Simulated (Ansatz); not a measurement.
NaMo3Se3:
```cif
data_Mo6Na2Se6
_chemical_formula_sum 'Na2 Mo6 Se6'
_space_group_name_H-M_alt 'P 1'
_space_group_IT_number 1
_cell_length_a 8.78192
_cell_length_b 8.78192
_cell_length_c 4.48250
_cell_angle_alpha 90.000
_cell_angle_beta 90.000
_cell_angle_gamma 120.000
loop_
_space_group_symop_operation_xyz
  'x, y, z'
loop_
_atom_site_label
_atom_site_type_symbol
_atom_site_fract_x
_atom_site_fract_y
_atom_site_fract_z
_atom_site_occupancy
Na1 Na 0.33333 0.66667 0.25000 1
Na2 Na 0.66667 0.33333 0.75000 1
Mo1 Mo 0.14640 0.19121 0.25000 1
Mo2 Mo 0.85360 0.80879 0.75000 1
Mo3 Mo 0.95519 0.14640 0.75000 1
Mo4 Mo 0.04481 0.85360 0.25000 1
Mo5 Mo 0.80879 0.95519 0.25000 1
Mo6 Mo 0.19121 0.04481 0.75000 1
Se1 Se 0.91087 0.29271 0.25000 1
Se2 Se 0.08913 0.70729 0.75000 1
Se3 Se 0.61817 0.91087 0.75000 1
Se4 Se 0.38183 0.08913 0.25000 1
Se5 Se 0.70729 0.61817 0.25000 1
Se6 Se 0.29271 0.38183 0.75000 1
```

Relaxed with r²SCAN.

Task: Which orbitals make up the states near the Fermi level in r²SCAN (plane waves, PAW; program Ansatz)?

Result: Within 0.5 eV of the Fermi level: Mo 4d 82 %, Se 4p 13 %. Projections are on Löwdin-orthogonalised atomic valence shells; empty p or d shells of many metals are not among them.

Task: Tabulate the density of states.

Result: States/eV per cell of 14 atoms, in 0.25 eV bins, energy from the Fermi level.

```csv
E (eV),total,Mo 4d,Se 4p,Mo 5s
-7.85,0.00,0.00,0.00,0.00
-7.60,0.00,0.00,0.00,0.00
-7.35,0.00,0.00,0.00,0.00
-7.10,0.00,0.00,0.00,0.00
-6.85,0.00,0.00,0.00,0.00
-6.60,0.37,0.06,0.19,0.05
-6.35,6.43,1.93,3.30,0.68
-6.10,14.68,4.95,7.58,1.28
-5.85,15.49,5.96,7.11,1.51
-5.60,11.31,4.43,5.40,0.78
-5.35,10.84,4.00,5.57,0.57
-5.10,8.68,3.57,4.43,0.33
-4.85,15.22,5.41,8.94,0.30
-4.60,13.03,5.47,6.60,0.43
-4.35,8.24,2.96,4.69,0.20
-4.10,9.56,2.65,6.25,0.24
-3.85,6.81,1.88,4.59,0.09
-3.60,8.03,2.48,5.12,0.16
-3.35,14.05,5.11,8.34,0.16
-3.10,13.85,6.36,6.82,0.20
-2.85,7.86,5.45,1.94,0.14
-2.60,9.93,6.75,2.78,0.11
-2.35,14.58,11.04,2.95,0.15
-2.10,18.55,12.95,4.89,0.14
-1.85,17.80,10.82,6.40,0.08
-1.60,12.24,8.69,3.11,0.04
-1.35,6.81,4.48,2.14,0.05
-1.10,1.40,0.99,0.39,0.00
-0.85,0.63,0.45,0.17,0.00
-0.60,0.60,0.47,0.13,0.00
-0.35,0.53,0.44,0.09,0.00
-0.10,0.53,0.45,0.07,0.00
0.15,1.73,1.38,0.27,0.03
0.40,6.97,5.72,0.79,0.10
0.65,8.35,6.83,0.49,0.19
0.90,12.33,10.25,0.75,0.39
1.15,15.76,13.35,1.03,0.40
1.40,6.97,5.26,1.06,0.11
1.65,6.19,4.26,1.14,0.08
1.90,14.93,11.32,1.94,0.29
2.15,18.59,12.49,4.13,0.32
2.40,7.18,4.45,1.59,0.24
2.65,15.87,10.97,3.29,0.23
2.90,11.37,8.02,2.32,0.14
3.15,9.81,6.89,1.72,0.21
3.40,2.01,0.90,0.30,0.15
3.65,3.55,1.62,0.44,0.38
3.90,7.83,1.28,1.13,1.25
4.15,5.89,0.75,0.84,1.10
4.40,5.56,0.56,0.79,1.33
4.65,6.42,0.60,0.92,1.72
```

Space group P6_3/m. The workflow started from a Materials Project entry (that database holds measured and hypothetical structures alike); the Crystallography Open Database copy checked does not list it. Whether it is the stable phase at ambient conditions was not checked. The cell was relaxed with r²SCAN under the symmetry of its start; its stability against distortions is not shown here. The run is not spin-polarised. A small band overlap can be real or an error of a semilocal functional. Spin–orbit coupling is left out wherever it is not named.

Potentials: the later of the program's two PAW sets.
